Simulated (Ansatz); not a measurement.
**Is this TaAl₄ structure a true minimum?**

The structure comes from a generated guess, relaxed at this level; another structure or a mixture of phases may lie lower.

Computed with DFT PBE, scalar-relativistic, plane waves, PAW (Ansatz). Cutoff 420 eV; k points 10×10×10 on the computed 5-atom cell (Γ-centred); Gaussian smearing, width 0.10 eV; no spin polarisation.

The cell below (5 atoms, space group Im-3m (No. 229)) is relaxed within its symmetry.

```
Ta Al
1.0
    -3.04993    3.04993    3.04993
     3.04993   -3.04993    3.04993
     3.04993    3.04993   -3.04993
Ta Al
1 4
Cartesian
  0.0000 0.0000 0.0000
  1.5250 1.5250 1.5250
  1.5250 1.5250 -1.5250
  1.5250 -1.5250 1.5250
  -1.5250 1.5250 1.5250
```

For the test a repeat of it with 10 atoms (edges 5.28, 5.28, 8.63 Å) was strained at random (σ = 1.5 % a component), the atoms were moved at random (σ = 0.05 Å), and all was relaxed again on a coarse 4×4×4 mesh (in the run’s order of axes) with 0.20 eV smearing, with no symmetry imposed.

Spin–orbit coupling, which can matter for Ta, is left out. The cell is a metal run without spin; a magnetic state may lie lower.

Task: What happens?

Result: It doesn't return. The energy falls by 9 meV/atom on that mesh, the volume changes by -0.8 %, and the end has space group I4mm (No. 107) at a loose tolerance. Relaxed again on a 10×10×10 mesh with 0.10 eV smearing, the new structure lies 9 meV/atom below the first (mesh in the axes of the run's cell; the cell below is made exact in the group named). Space group I4mm (No. 107), tetragonal, a = 6.237 Å, c = 5.794 Å. Ta has 8 Al at 2.63–2.66 Å; Al has 2 Ta at 2.63–2.66 Å, 4 Al at 2.91–2.95 Å and 2 Al at 3.29 Å.

```
Ta Al
1.0
    -3.11843    3.11843    2.89678
     3.11843   -3.11843    2.89678
     3.11843    3.11843   -2.89678
Ta Al
1 4
Direct
  0.97929 0.97929 0.00000
  0.01902 0.49166 0.00000
  0.49166 0.01902 0.00000
  0.49166 0.49166 0.47264
  0.01902 0.01902 0.52736
```
